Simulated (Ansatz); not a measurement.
A distorted cell of BP (zinc blende):

```xyz
4
Lattice="0.0000 4.5364 4.5364 2.2682 2.2682 4.5364 2.2682 2.2682 0.0000" Properties=species:S:1:pos:R:3 pbc="T T T"
P      3.3525     3.4023     3.4023
P      3.4521     5.6705     5.6705
B      0.0000     0.1800     0.0000
B      2.2682     4.3564     2.2682
```

Computed with r2SCAN (plane waves to 500 eV, PAW, scalar-relativistic; Ansatz, a quantum-chemistry and plane-wave program). k mesh 12×12×12 (Γ-centred), Fermi-Dirac smearing 0.05 eV. Compression counts positive. BP was relaxed with its symmetry unable to fall. The PAW data are Ansatz's earlier set.

Question: Predict the force on every atom, in eV/Å.

Answer: 
```
atom      Fx      Fy     Fz
----  ------  ------  -----
P1     2.997   0.000  0.000
P2    -2.997   0.000  0.000
B3     0.000  -3.599  0.000
B4     0.000   3.599  0.000
```

Question: What is the stress tensor (GPa)?

Answer: 
```
   7.07     0.00     0.00
   0.00     2.30     0.00
   0.00     0.00     9.36
```
The pressure, a third of the trace, is 6.24 GPa.

(A displaced cell: forces are minus the slopes of the energy, force constants its curvatures, and phonons follow from these.)
